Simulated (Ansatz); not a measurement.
LuAlN₂ in space group P3m1 (No. 156; Lu on 1b, N on 1b, Al on 1c, N on 1c), plane-wave PAW PBE (Ansatz code). The conduction-band minimum lies at Γ, with 1 equivalent valley. Second derivatives d²E/dk² of the lowest band at one valley (eV·Å²), along Cartesian directions:

```
direction  d²E/dk²
---------  -------
[100]        33.09
[010]        33.09
[001]        22.13
[110]        33.09
[101]        27.61
[011]        27.61
```

Question: Find the principal effective masses, the density-of-states mass and the conductivity mass.

Answer: Off-diagonal terms follow from H_xy = H[110] − (H_xx + H_yy)/2, and m*/mₑ = 7.620 eV·Å² over each eigenvalue: 0.23, 0.23, 0.34. One valley's DOS mass (m₁m₂m₃)^(1/3) = 0.26, conductivity mass 3/(Σ 1/mᵢ) = 0.26 mₑ.

Question: What effective density of states Nc follows at 300 K for parabolic valleys?

Answer: Nc = 2.509e19 × 1 × (0.26)^(3/2) ≈ 3.3e18 cm⁻³.

The start of the workflow was typed in or built on a structure type; neither database checked (COD, Materials Project) lists it. Whether it is the stable phase at ambient conditions was not checked. The cell was relaxed with PBE under the symmetry of its start; its stability against distortions is not shown here. Spin–orbit coupling is left out wherever it is not named.

Potentials: the earlier of the program's two PAW sets.

Edges and masses are those of Kohn–Sham bands, whose gap is no quasiparticle gap.
